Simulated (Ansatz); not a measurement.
Input file for Ansatz (a program for electronic structure):

Ansatz 0.2 input:
```yaml
crystal:
  lattice:
    - [0.0, 2.6739956535, 2.6739956535]
    - [2.6739956535, 0.0, 2.6739956535]
    - [2.6739956535, 2.6739956535, 0.0]
  atoms:
    - { symbol: Si, position: [0.25, 0.25, 0.25] }
    - { symbol: Si, position: [0.75, 0.75, 0.75] }
    - { symbol: Ni, position: [0.0, 0.0, 0.0] }
kpoints:
  mp_grid: { grid: [15, 15, 15] }
hamiltonian:
  xc: lda
  pseudopotentials: { azcp: { folder: ./paw }, kind: paw }
scf:
  occupations: { method: fermi_dirac, width: 0.1 }
phonons:
  method: dfpt
  response_accuracy: low
  qmesh: [3, 3, 3]
  interpolated_qmesh: [17, 17, 17]
  dielectric: false
  rigid_motions: translations
  temperatures: { t_max: 1000, t_step: 50 }
  qpath:
    path:
      - [[0.0, 0.0, 0.0], [0.5, 0.0, 0.5], [0.625, 0.25, 0.625]]  # Γ-X-U
      - [[0.375, 0.375, 0.75], [0.0, 0.0, 0.0], [0.5, 0.5, 0.5], [0.5, 0.25, 0.75], [0.5, 0.0, 0.5]]  # K-Γ-L-W-X
    npoints: 13
```

Output (shortened):

```
WARN phonons: nothing shows that this cell's Born effective charges vanish (its symmetry is asked only of a neutral cell with symmetry detection on), so it may …
Pseudopotentials: kind: paw
Pseudopotential: Si, paw, valence charge 4
Pseudopotential: Ni, paw, valence charge 18
Functional definition: SPW92
Crystal: 3 atoms, lattice volume = 38.239 Å³
Basis set: ecut = 420 eV, 725 PW (Γ), exchange–correlation on 54×54×54 points (8 copies of the dense FFT grid, shifted against one another)
Bands: 17, of which v1, the nominal top of the filled ones, is band 13 counted from 1 (12 counted from 0)
Symmetry: 48 space group operations
k-points: 120 of 3375
PAW frozen core: Si, regenerated for the run's functional, and the local potential with it
PAW frozen core: Ni, regenerated for the run's functional, and the local potential with it
Initial density: superposition of atomic densities (chi_scale 0.1, normalization cell, long waves kept (reshape's long-wave potential 0.00 eV rms))
Initial wavefunctions: pseudopotential atomic-orbital guess
Eigensolver: davidson
Functional: x = slater, c = lda
SCF iter   1: F=—  HF=-6993.031036 eV  |F-HF|=—  |Δ(HF+E_count)|=         —  Δρ=8.37e-2  dr2=3.74e0  ethr=3.10e-3  ⟨swp⟩=5.4  Hψ=10495  notcnv=0
all-band conjugate gradients solve this SCF's bands
preconditioner: auto → Kerker (q_TF=auto, 2.558 Å⁻¹)
SCF iter   2: F=—  HF=-6992.483330 eV  |F-HF|=—  |Δ(HF+E_count)|=   5.48e-1  Δρ=4.02e-2  dr2=1.12e0  ethr=3.10e-3  ⟨swp⟩=2.3  Hψ=3630  notcnv=0
SCF iter   3: F=—  HF=-6992.146312 eV  |F-HF|=—  |Δ(HF+E_count)|=   3.37e-1  Δρ=2.40e-2  dr2=2.30e-1  ethr=3.10e-3  ⟨swp⟩=2.4  Hψ=3714  notcnv=0
SCF iter   4: F=—  HF=-6992.109239 eV  |F-HF|=—  |Δ(HF+E_count)|=   3.71e-2  Δρ=1.01e-2  dr2=2.91e-2  ethr=8.83e-4  ⟨swp⟩=2.0  Hψ=3411  notcnv=0
SCF iter   5: F=—  HF=-6992.107904 eV  |F-HF|=—  |Δ(HF+E_count)|=   1.33e-3  Δρ=5.34e-3  dr2=9.36e-3  ethr=1.12e-4  ⟨swp⟩=2.3  Hψ=2966  notcnv=0
SCF iter   6: F=—  HF=-6992.107375 eV  |F-HF|=—  |Δ(HF+E_count)|=   5.29e-4  Δρ=2.65e-3  dr2=2.43e-3  ethr=3.60e-5  ⟨swp⟩=1.0  Hψ=2040  notcnv=0
SCF iter   7: F=—  HF=-6992.107066 eV  |F-HF|=—  |Δ(HF+E_count)|=   3.09e-4  Δρ=4.56e-4  dr2=7.18e-5  ethr=9.33e-6  ⟨swp⟩=1.0  Hψ=2041  notcnv=0
SCF iter   8: F=—  HF=-6992.107064 eV  |F-HF|=—  |Δ(HF+E_count)|=   2.20e-6  Δρ=3.10e-5  dr2=4.19e-7  ethr=2.76e-7  ⟨swp⟩=2.1  Hψ=2744  notcnv=0
SCF iter  12: F=-6992.107065 eV  HF=-6992.107065 eV  |F-HF|=9.09e-13  |Δ(HF+E_count)|=  2.73e-12  Δρ=1.46e-8  dr2=8.06e-14  ethr=1.00e-12  ⟨swp⟩=5.1  Hψ=8023  notcnv=0
SCF 1 converged in 12 iterations: F = -6992.107065 eV  dr2 = 8.06e-14
NSCF: frozen V_eff on 120 k-points
WARN: eigensolver did not converge (k=19): 1 band(s) unlocked after 20 sweeps at ethr=1.00e-12 eV (lowest unlocked band 16, counted from 0 …
WARN: eigensolver did not converge in 13 slots of this pass, the one above among them; of largest residual over every band (k=116) …
NSCF: frozen V_eff on 288 k-points
DFPT response loops at q = (0, 0, 0) (fractional): preconditioner auto → Kerker (q_TF=auto, 2.558 Å⁻¹) (partly filled bands, converged f_vac=0.000) …
NSCF: frozen V_eff on 3600 k-points
DFPT response loops at q = (0, 0, 0.3333333333333333) (fractional): mixed as the last ones told, above
NSCF: frozen V_eff on 1920 k-points
DFPT response loops at q = (0, 0.3333333333333333, 0.3333333333333333) (fractional): mixed as the last ones told, above
NSCF: frozen V_eff on 3600 k-points
DFPT response loops at q = (0, 0.3333333333333333, -0.33333333333333337) (fractional): mixed as the last ones told, above
SCF converged after 12 iterations
Free energy (F): -6992.107065 eV
Harris-Foulkes:  -6992.107065 eV  (|F-HF|=9.09e-13)
Internal energy: -6992.080154 eV  (E = F + TS)
E sigma→0 (E₀):  -6992.093610 eV
Entropy (-TS):   -0.026911 eV (-8.970 meV/atom)
Fermi energy:    13.517995 eV
--- Per-component energies (eV) ---
  E_band       = -338.729166
  E_kinetic    = 432.465933
  E_local      = -4171.866359  (includes V_loc(G=0)·N_el)
  E_nonlocal   = -69.970283
  E_hartree    = 2158.799389
  E_xc         = -229.569961
  E_vxc        = -248.768866  (∫ρ·V_xc dr)
  E_paw        = -2557.274543  (= ΣΔE_a)
  E_vpaw       = -598.189235  (= ΣTr[D̂ρ^β])
  E_aug_tail   = 0.000860  (compensation charges beyond the density's cutoff)
  E_ewald      = -2555.267973
  E_core_change = 0.602783  (= ΣΔE_core)
  E_smearing   = -0.026911  (= −TS)
  E_closure    = 0.000000  (closes the sum)
  Σ components = -6992.107065   (vs F -6992.107065, Δ=0.00e0)
  [band-id]    e_kinetic+e_local+e_nonlocal+2·e_hartree+e_vxc+e_vpaw+e_augmentation_tail = -338.729172   (vs E_band -338.729166, Δ=-5.91e-6)
--- Band table (eV; the first three rows and the last of 120) ---
  k-point 0: bands = ["-90.4518", "-51.2843", "-51.2843", "-51.2843", "-0.6296", "8.0572", "8.0572", "8.0572", "9.8010", "9.8010", "13.3659", "15.2776", "15.2776", "15.2776", "15.7203", "15.7203", "15.7203"]
  k-point 1: bands = ["-90.4518", "-51.2844", "-51.2843", "-51.2843", "-0.5621", "7.9288", "8.0791", "8.0791", "9.7877", "9.7877", "13.2577", "14.4133", "14.8495", "14.8495", "16.1650", "16.1650", "16.7521"]
  k-point 2: bands = ["-90.4518", "-51.2846", "-51.2844", "-51.2844", "-0.3603", "7.5585", "8.1409", "8.1409", "9.7552", "9.7552", "12.5159", "14.1931", "14.2914", "14.2914", "16.5490", "16.5490", "17.6440"]
  k-point 119: bands = ["-90.4517", "-51.2853", "-51.2853", "-51.2849", "4.3340", "4.4066", "6.2300", "6.7245", "9.5294", "9.5375", "9.7576", "10.1799", "10.9592", "15.3799", "16.1523", "18.0503", "19.0186"]
  band table: 17 of 17 bands, residual norms ≤ 1.0e-3 eV
--- Phonons (Γ-DFPT): 2 representative perturbations + reference (Σ response iterations 6) ---
  ASR residual: 1.222e-4 → 0.000e0 eV/Å²; symmetrization residual: 2.103e-5 eV/Å²
  ASR residual per site (eV/Å²): 5.13e-5 5.13e-5 1.22e-4
  Γ frequencies (cm⁻¹): 0.00 0.00 0.00 314.74 314.74 314.74 339.52 339.52 339.52
  non-analytic LO–TO correction: not included (Born effective charges unavailable; polar crystals …
--- Phonons (arbitrary-q DFPT): 4 irreducible q on the 3×3×3 mesh ---
  q = [0.0000, 0.0000, 0.0000] (star 1, of the zone-centre solve; hermiticity 4.02e-6, symmetrization 1.46e-12):  0.00 0.00 0.00 314.74 314.74 314.74 339.52 339.52 339.52
  q = [0.0000, 0.0000, 0.3333] (star 8, 2 solved perturbations on 1800 of 3375 k-point pairs; hermiticity 2.32e-6, symmetrization 6.19e-12): 93.29 93.29 234.00 305.04 305.04 343.37 349.51 349.51 382.45
  q = [0.0000, 0.3333, 0.3333] (star 6, 4 solved perturbations in 3000 linear systems a pass and spin channel, the states on 960 of 3375 k-point pairs; hermiticity 2.65e-6, symmetrization 2.48e-11): 129.31 129.31 217.61 268.44 268.44 296.30 376.97 376.97 402.25
  q = [0.0000, 0.3333, -0.3333] (star 12, 4 solved perturbations in 5520 linear systems a pass and spin channel, the states on 1800 of 3375 k-point pairs; hermiticity 2.94e-6, symmetrization 3.29e-13): 144.68 222.06 240.93 267.24 281.59 320.00 372.09 372.36 394.51
  sum rule: each row above includes the acoustic sum rule's correction from the zone centre's row sums; it moved no ω² by more than (0.75 cm⁻¹)²
  mesh force constants: q→R imaginary residual 1.30e-16; ASR residual 1.222e-4 → 0.000e0 eV/Å²; symmetrization residual 8.882e-15 eV/Å²
  interpolated dispersion: 80 rows × 9 modes
  density of states and harmonic sums: on the 17×17×17 q-mesh, interpolated from the force constants of a 3×3×3 supercell (no non-analytic term)
  largest difference from the sums on the solved wave vectors: F 1.94e-2 eV, S 2.89e-5 and C_V 9.52e-6 eV/K
  zero-point energy: 0.156215 eV/cell   skipped modes (ω ≤ 0): 3   left out of the sums: 6.78e-5 of the cell's modes …
```

Cost: roughly 11 core-minutes on shared cores.

Space group Fm-3m (fluorite or antifluorite type). The LDA relaxation kept the symmetry of its start. No spin polarisation was allowed.

Potentials: the earlier of the program's two PAW sets.

Ansatz is a plane-wave DFT program.
